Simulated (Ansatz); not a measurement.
Independent-particle absorption of Al$_{2}$O$_{3}$ (R-3c, a = 4.759 Å, b = 4.759 Å, c = 12.995 Å, α = 90.00°, β = 90.00°, γ = 120.00°), no local fields or excitons, 0.1 eV broadening. Theory: DFT r2SCAN, scalar-relativistic, plane waves, PAW in Ansatz.

Plane waves to 500 eV, a k mesh through Γ of 6×6×6 on the computed 10-atom cell and Gaussian smearing (0.02 eV); no spin polarisation. The spectrum is summed on a 9×9×9 mesh.

```xyz
10
Lattice="2.3795 1.3738 4.3318 -2.3795 1.3738 4.3318 0.0000 -2.7476 4.3318" Properties=species:S:1:pos:R:3 pbc="T T T"
Al    0.0000    0.0000    4.5733
Al    0.0000    0.0000    1.9243
Al    0.0000    0.0000    8.4219
Al    0.0000    0.0000   11.0710
O    -0.9216    1.3738    7.5806
O    -0.7289   -1.4850    7.5806
O     1.6505    0.1113    7.5806
O     0.9216   -1.3738    5.4147
O     0.7289    1.4850    5.4147
O    -1.6505   -0.1113    5.4147
```

| photon energy (eV) | ε2,xx |
| --- | --- |
| 0.0 | 0.00 |
| 0.4 | 0.00 |
| 0.8 | 0.00 |
| 1.2 | 0.00 |
| 1.6 | 0.00 |
| 2.0 | 0.00 |
| 2.4 | 0.00 |
| 2.8 | 0.00 |
| 3.2 | 0.00 |
| 3.6 | 0.00 |
| 4.0 | 0.00 |
| 4.4 | 0.00 |
| 4.8 | 0.00 |
| 5.2 | 0.00 |
| 5.6 | 0.00 |
| 6.0 | 0.00 |
| 6.4 | 0.00 |
| 6.8 | 0.00 |
| 7.2 | 0.10 |
| 7.6 | 0.42 |
| 8.0 | 0.55 |
| 8.4 | 0.66 |
| 8.8 | 0.79 |
| 9.2 | 0.91 |
| 9.6 | 1.03 |
| 10.0 | 1.18 |
| 10.4 | 1.44 |
| 10.8 | 2.58 |
| 11.2 | 2.61 |
| 11.6 | 4.00 |
| 12.0 | 4.65 |
| 12.4 | 5.68 |
| 12.8 | 4.47 |
| 13.2 | 4.62 |
| 13.6 | 4.71 |
| 14.0 | 4.20 |

The strongest peak lies near 12.4 eV. ε∞ (xx, yy, zz) = 3.1, 3.1, 3.0.

Cost: 1 run of about 5.4 core-minutes, on Arm Neoverse V2 (shared hosts).